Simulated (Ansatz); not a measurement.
NaCl (rock salt)

```yaml
crystal:
  lattice:
    - [0.00000, 5.60772, 5.60772]
    - [2.80386, 0.00000, 2.80386]
    - [2.80386, 2.80386, 0.00000]
  atoms:
    - { symbol: Cl, position: [0.00000, 0.00000, 0.00000] }
    - { symbol: Cl, position: [0.50000, 0.00000, 0.00000] }
    - { symbol: Na, position: [0.25000, 0.50000, 0.50000] }
    - { symbol: Na, position: [0.75000, 0.50000, 0.50000] }
```

The atoms are displaced by Q × the pattern below (from a DFPT mode at L = (0.5, 0.0, 0.0), largest move 1; Q in Å), at fixed cell. It is one choice among 2 degenerate patterns. (q is in reciprocal vectors of the primitive cell; the cell shown is doubled to hold the pattern.)

```csv
atom,x,y,z
Cl1,0.285,-0.520,0.805
Cl2,-0.285,0.520,-0.805
```

Atoms not listed stay in place.

These are r2SCAN (plane waves to 500 eV, PAW, scalar-relativistic; Ansatz, an electronic-structure program) values and carry that method's errors. k mesh 5×10×10 (Γ-centred), Fermi-Dirac smearing 0.05 eV. Energies are smeared free energies. NaCl was relaxed with its symmetry unable to fall. The zero of ΔE is the undisplaced structure.

Task: Estimate the ΔE (eV/cell) for Q (Å) = -0.033, -0.017, 0.017, 0.050, 0.083.

Result: 
```tsv
Q (Å)	ΔE (eV/cell)
-0.033	0.0022
-0.017	0.0005
0.017	0.0005
0.050	0.0049
0.083	0.0135
```

(A displaced cell: forces are minus the slopes of the energy, force constants its curvatures, and phonons follow from these.)
